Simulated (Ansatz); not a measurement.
Starting cell, Al (fcc, Cu type):

```
CELL_PARAMETERS angstrom
      0.00000     3.99201     3.99201
      1.99601     0.00000     1.99601
      1.99601     1.99601     0.00000
ATOMIC_POSITIONS crystal
  Al 0.00000 0.00000 0.00000
  Al 0.50000 0.00000 0.00000
```

The atoms are displaced by Q × the pattern below (from a DFPT mode at L = (0.5, 0.0, 0.0), largest move 1; Q in Å), at fixed cell. (q is in reciprocal vectors of the primitive cell; the cell shown is doubled to hold the pattern.)

```
atom       x       y       z
----  ------  ------  ------
Al1   -0.577   0.577   0.577
Al2    0.577  -0.577  -0.577
```

Level of theory: r2SCAN (plane waves to 500 eV, PAW, scalar-relativistic; Ansatz, an electronic-structure program). k mesh 10×20×20 (Γ-centred), Fermi-Dirac smearing 0.05 eV. E stands for the smeared free energy. With partly filled bands, energies and forces of such displacements shift with the k mesh and the smearing. Al was relaxed with its symmetry unable to fall. The zero of ΔE is the undisplaced structure. The last digit holds for this mesh only.

```
Q (Å)   ΔE (meV/cell)
------  -------------
-0.180       withheld
-0.150          281.7
-0.120          177.8
-0.090           98.8
-0.060           43.5
-0.030           10.8
0.000             0.0
0.030            10.8
0.060            43.5
0.090            98.8
0.120           177.8
0.150           281.7
0.180        withheld
```

### Question
Fit an even polynomial form (powers 2, 4) to the given rows and predict ΔE at Q = 0.180.

### Answer
Least squares on the 11 given rows: ΔE = (12020)·Q² + (22170)·Q⁴, in meV/cell with Q in Å; root-mean-square residual 0.06 meV/cell. At 0.180 the fit gives 412.7 meV/cell; the calculation gives 412.2 meV/cell, so the extrapolation is off by 0.5 (+0.1 %). The quadratic term alone would give 389.4 meV/cell.

(A displaced cell: forces are minus the slopes of the energy, force constants its curvatures, and phonons follow from these.)
